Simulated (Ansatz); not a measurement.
Start of a relaxation of Be₂ZnSe₃:

```
Be Zn Se
1.0
     3.73962    0.00000    0.00000
     0.00000    3.73962    0.00000
     0.00000    0.00000    8.23873
Be Zn Se
2 1 3
Direct
  0.00000 0.50000 0.73150
  0.50000 0.00000 0.26850
  0.00000 0.00000 0.00000
  0.00000 0.50000 0.38350
  0.50000 0.00000 0.61650
  0.50000 0.50000 0.00000
```

Level of theory: Ansatz 0.2.0, DFT PBE, scalar-relativistic, plane waves, PAW. Cutoff 420 eV, Gaussian smearing, Γ-centred meshes. Cell and atoms relax first on a coarse mesh and then on a finer one. In between, the cell is made exact in the group found at 0.06 Å. In metals the finer mesh still leaves noise of several meV/atom or more. The steps can't lower the symmetry of their start. No spin polarisation.

A guess keeps its type if space group and coordination stay and the shape of the cell changes little (axis ratios within about 15 %, angles within 6°); the volume may change.

Question: Will the relaxed cell still be of the starting type?

Answer: It doesn't keep its type. The symmetry stays P-4m2 (No. 115). The volume per atom grows by 24.9 %, from 19.2 to 24.0 Å³. The shortest distance goes from 2.64 Å (Zn–Se) to 2.20 Å (Be–Se). The ratio c/a of the conventional cell changes by a factor of 1.56. Counting neighbours within 15 % of an atom's shortest distance, the start has Be 9, Se 5/8, Zn 8 and the end Be 5, Se 4/5, Zn 4. In detail, at the end Be has 1 Se at 2.20 Å and 4 Se at 2.52 Å; Zn is surrounded by 4 Se at 2.45 Å; Se on a site of symmetry 2mm is surrounded by 1 Be at 2.20 Å and 4 Be at 2.52 Å; 1 more site not described.

```cif
data_structure
_symmetry_space_group_name_H-M 'P-4m2'
_symmetry_Int_Tables_number 115
_cell_length_a 3.4698
_cell_length_b 3.4698
_cell_length_c 11.9541
_cell_angle_alpha 90.000
_cell_angle_beta 90.000
_cell_angle_gamma 90.000
_cell_volume 143.92
loop_
_atom_site_label
_atom_site_type_symbol
_atom_site_symmetry_multiplicity
_atom_site_Wyckoff_symbol
_atom_site_fract_x
_atom_site_fract_y
_atom_site_fract_z
_atom_site_occupancy
Be1 Be 2 g 0.00000 0.50000 0.56717 1
Zn1 Zn 1 a 0.00000 0.00000 0.00000 1
Se1 Se 2 g 0.00000 0.50000 0.38301 1
Se2 Se 1 b 0.50000 0.50000 0.00000 1
```

The zero of energy is the elements' standard structures at the same level; no fitted shifts are applied.

Question: At what energy does it end?

Answer: −0.24 eV/atom.

The last run used a 12×12×4 mesh (in the run's order of axes) for its 6-atom cell and Gaussian smearing of 0.10 eV. No dispersion correction is applied, so the spacing and binding between layers, chains or molecules are poorly described. The reference form of Se is held partly by dispersion forces, which this level lacks. Symmetry constrained the relaxation, so the result can be a saddle point. Another cell of Be2ZnSe3 relaxed alike, in P1, lies 0.31 eV/atom lower, so this cell isn't the stable form at this level.

In counts of neighbours, a slash parts the counts of unlike sites.
